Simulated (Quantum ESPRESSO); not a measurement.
Kohn-Sham bands of MoS₂ (R3m)

```yaml
crystal:
  lattice:
    - [-1.59215, 2.75768, 0.00000]
    - [-3.18430, 0.00000, 0.00000]
    - [-1.59215, 0.91923, 6.48210]
  atoms:
    - { symbol: Mo, position: [0.00022, 0.00022, 0.99934] }
    - { symbol: S, position: [0.58706, 0.58706, 0.23881] }
    - { symbol: S, position: [0.74670, 0.74670, 0.75991] }
```

Materials Project entry mp-1434; symmetrised, unrelaxed at this level. COD (Crystallography Open Database) has the formula in 3 space groups, this one among them (matched by group alone). Level: PBEsol, spinors with spin-orbit coupling; pw.x of Quantum ESPRESSO at 64 Ry with PseudoDojo potentials, 6×6×6 k-points, Wannier90. Density: 12×12×12 mesh, cold smearing 0.01 Ry. The cell is built of weakly bound layers, chains or molecules, whose nearest atoms lie 3.85 Å apart. Database cells relaxed without dispersion often hold them too far apart, which can enlarge gaps and weakens couplings between them; spacing and stacking were not compared with the measured crystal.

List the Kohn-Sham levels between −8 and 4.1 eV relative to the valence-band maximum at the high-symmetry points, as a band run of pw.x on that density gives them (levels within 2 meV counted together).


| point | k (reciprocal lattice) | levels (eV) |
|---|---|---|
| Γ | 0.000 0.000 0.000 | -6.56 (×2), -3.27 (×2), -3.20 (×2), -2.16 (×2), -2.08 (×2), -1.41 (×2), -0.92 (×2), 2.13 (×2), 2.21 (×2), 2.53 (×4) |
| T | 0.000 0.000 0.500 | -5.91 (×2), -3.28 (×2), -3.22 (×2), -3.06 (×2), -2.15 (×2), -2.06 (×2), 0.00 (×2), 2.18 (×2), 2.26 (×2), 2.46 (×4) |
| H_2 | -0.320 -0.640 0.180 | -6.02, -6.02, -5.25, -5.21, -4.67, -4.61, -4.15, -4.14, -3.53, -3.49, -2.65, -2.63, -0.69, -0.54, 1.09 (×2), 2.43, 2.48, 2.99, 3.12 |
| H_0 | -0.360 -0.680 -0.180 | -6.02, -6.02, -5.25, -5.21, -4.67, -4.61, -4.15, -4.14, -3.53, -3.49, -2.65, -2.63, -0.69, -0.54, 1.09 (×2), 2.43, 2.48, 2.99, 3.12 |
| L | 0.000 -0.500 0.000 | -6.43 (×2), -5.33 (×2), -4.76 (×2), -3.79 (×2), -2.22 (×2), -1.52 (×2), -1.27 (×2), 1.67 (×2), 2.13 (×2), 3.48 (×2), 3.67 (×2) |
| S_0 | -0.340 -0.680 -0.340 | -6.03, -6.02, -5.22, -5.18, -4.71, -4.65, -4.16, -4.14, -3.49, -3.45, -2.68, -2.66, -0.67, -0.52, 1.07, 1.07, 2.43, 2.48, 2.98, 3.12 |
| S_2 | -0.340 -0.660 0.000 | -6.03, -6.02, -5.22, -5.18, -4.71, -4.65, -4.16, -4.14, -3.49, -3.45, -2.68, -2.66, -0.67, -0.52, 1.07, 1.07, 2.43, 2.48, 2.98, 3.12 |
| F | -0.500 -0.500 0.000 | -6.36 (×2), -5.44 (×2), -4.56 (×2), -3.76 (×2), -2.60 (×2), -1.61 (×2), -1.15 (×2), 1.65 (×2), 2.22 (×2), 3.12 (×2), 3.91 (×2) |
